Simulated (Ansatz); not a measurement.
Computed with Ansatz, DFT PBE, scalar-relativistic, plane waves, PAW. All cells share a 420 eV cutoff and Γ-centred k meshes spaced at most about 0.3 Å⁻¹ (about 0.25 or finer for metals, 2π included). No spin polarisation in the final relaxations.

All energies are static (0 K, no zero-point motion).

Two forms of Al3P2 were relaxed alike.

A.

```cif
data_structure
_symmetry_space_group_name_H-M 'P4/mmm'
_symmetry_Int_Tables_number 123
_cell_length_a 3.4303
_cell_length_b 3.4303
_cell_length_c 7.2465
_cell_angle_alpha 90.000
_cell_angle_beta 90.000
_cell_angle_gamma 90.000
_cell_volume 85.27
loop_
_atom_site_label
_atom_site_type_symbol
_atom_site_symmetry_multiplicity
_atom_site_Wyckoff_symbol
_atom_site_fract_x
_atom_site_fract_y
_atom_site_fract_z
_atom_site_occupancy
Al1 Al 1 c 0.50000 0.50000 0.00000 1
Al2 Al 2 g 0.00000 0.00000 0.21187 1
P1 P 2 e 0.00000 0.50000 0.50000 1
```

B.

```cif
data_structure
_symmetry_space_group_name_H-M 'P4mm'
_symmetry_Int_Tables_number 99
_cell_length_a 4.2579
_cell_length_b 4.2579
_cell_length_c 5.6654
_cell_angle_alpha 90.000
_cell_angle_beta 90.000
_cell_angle_gamma 90.000
_cell_volume 102.71
loop_
_atom_site_label
_atom_site_type_symbol
_atom_site_symmetry_multiplicity
_atom_site_Wyckoff_symbol
_atom_site_fract_x
_atom_site_fract_y
_atom_site_fract_z
_atom_site_occupancy
Al1 Al 2 c 0.50000 0.00000 0.98878 1
Al2 Al 1 a 0.00000 0.00000 0.32649 1
P1 P 1 a 0.00000 0.00000 0.75181 1
P2 P 1 b 0.50000 0.50000 0.21413 1
```

Problem. Which form is favoured at zero pressure, and by what margin per atom?

Solution. B is lower, by 222 meV/atom. A has space group P4/mmm (No. 123), 17.1 Å³/atom and no gap on its mesh; B has space group P4mm (No. 99), 20.5 Å³/atom and no gap. Counting P atoms around Al (those within 1.25 times the shortest such distance or 1.15 times the sum of covalent radii; the shortest distance is added where it is long for a bond; a slash parts the counts of unlike sites), A has Al 4 from 2.7 Å/8 from 4.0 Å and B has Al 1/4. A holds P–P nets (shortest 2.43 Å); in B the shortest P–P distance is 3.99 Å. The lower one is the more open, so pressure narrows the difference. Both come from invented guesses. A third cell relaxed alike, in R-3m, lies 208 meV/atom below the lower of the two.

In P4/mmm, P4mm an odd number of electrons in the primitive cell allows no gap without spin; a larger cell or a magnetic state could open one. A magnetic state wasn't ruled out in cells without spin, among them P4/mmm, P4mm. Cells relaxed within their symmetry can be saddle points.
